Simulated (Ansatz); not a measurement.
Property card for As

As:
```yaml
crystal:
  lattice:
    - [-3.49536, 3.49536, 3.49536]
    - [3.49536, -3.49536, 3.49536]
    - [3.49536, 3.49536, -3.49536]
  atoms:
    - { symbol: As, position: [0.00000, 0.25000, 0.50000] }
    - { symbol: As, position: [0.25000, 0.50000, 0.00000] }
    - { symbol: As, position: [0.50000, 0.00000, 0.25000] }
    - { symbol: As, position: [0.25000, 0.25000, 0.25000] }
```

Space group I4_132 (No. 214); conventional cell a = 6.991 Å, b = 6.991 Å, c = 6.991 Å, α = 90.00°, β = 90.00°, γ = 90.00°.

Method: the program Ansatz at the PBE level (PAW). Structure relaxed to zero pressure with the same functional. Other levels are named where they apply.

**Cell and energy**

```json
{
 "volume_per_atom": "42.70 Å³",
 "density": "2.91 g/cm³"
}
```

**Electronic structure**

```json
{
  "electronic_character": "metallic (no gap)",
  "Density of states at the Fermi level": "0.45 states/eV per atom (mean over ±0.08 eV)"
}
```

**Mechanics**

```json
{
  "Bulk modulus (Birch–Murnaghan fit)": "30.6 GPa",
  "Pressure derivative B′": "4.4"
}
```

The start of the workflow was typed in or built on a structure type; neither database checked (COD, Materials Project) lists it. It is not the phase usual at ambient conditions (space group No. 166). The cell was relaxed with PBE under the symmetry of its start; its stability against distortions is not shown here. The volume moved by 59 % from the start of the relaxation. Scalar-relativistic: spin–orbit coupling is off unless named, which matters more the heavier the elements.

Potentials: the later of the program's two PAW sets.
